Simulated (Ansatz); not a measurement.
C:
```cif
data_C16
_chemical_formula_sum 'C16'
_space_group_name_H-M_alt 'C2/c'
_space_group_IT_number 15
_space_group_name_Hall '-C 2yc'
_cell_length_a 4.65050
_cell_length_b 9.16098
_cell_length_c 3.60170
_cell_angle_alpha 90.000
_cell_angle_beta 115.369
_cell_angle_gamma 90.000
loop_
_space_group_symop_operation_xyz
  'x, y, z'
  '-x, -y, -z'
  '-x, y, -z+1/2'
  'x, -y, z+1/2'
  'x+1/2, y+1/2, z'
  '-x+1/2, -y+1/2, -z'
  '-x+1/2, y+1/2, -z+1/2'
  'x+1/2, -y+1/2, z+1/2'
loop_
_atom_site_label
_atom_site_type_symbol
_atom_site_symmetry_multiplicity
_atom_site_Wyckoff_symbol
_atom_site_fract_x
_atom_site_fract_y
_atom_site_fract_z
_atom_site_occupancy
C1 C 8 f 0.02048 0.19685 0.05196 1
C2 C 8 f 0.24076 0.33107 0.12324 1
```
(The calculation used a cell of 8 atoms; values per cell refer to that cell.)

Relaxed with r²SCAN. The program Ansatz at the r²SCAN level (PAW) gives a gap of 0.40 eV.

What gap does HSE06 give on the same cell (Ansatz, PAW)?

1.00 eV, 0.60 eV more. The hybrid was solved on a coarser mesh and at special points; the gap given is the minimum over both.

| k | v1 r²SCAN | c1 r²SCAN | v1 HSE06 | c1 HSE06 |
|---|---|---|---|---|
| Γ | 0.00 | 3.03 | ? | ? |
| Y | -0.59 | 2.53 | -0.63 | 3.18 |
| A | -1.02 | 1.94 | ? | ? |
| M | -0.51 | 1.56 | ? | ? |
| V2 | -1.25 | 2.69 | ? | ? |
| L2 | -0.73 | 1.03 | -0.82 | 1.60 |

Top valence (v1) and lowest conduction level (c1) in eV from each method's valence maximum (which need not be a listed point): supply the withheld HSE06 values.


- Γ, v1 HSE06: 0.00
- Γ, c1 HSE06: 3.81
- M, v1 HSE06: -0.62
- M, c1 HSE06: 2.25
- V2, v1 HSE06: -1.38
- V2, c1 HSE06: 3.40
- A, v1 HSE06: -1.19
- A, c1 HSE06: 2.65

Cost on shared cores: the r²SCAN run (SCF on a 7×7×9 mesh, then bands and DOS) very roughly 2.1 core-minutes, the HSE06 run (SCF on 4×4×5, then a few points) about 2.9 core-minutes (a rough figure); the tasks are unlike.

The start of the workflow was typed in or built on a structure type; neither database checked (COD, Materials Project) lists it. It is not the phase usual at ambient conditions (space group No. 194, 227). Symmetry was held in the r²SCAN relaxation; whether a distortion lowers the energy is not shown. The volume moved by 103 % from the start of the relaxation.

Potentials: the later of the program's two PAW sets.
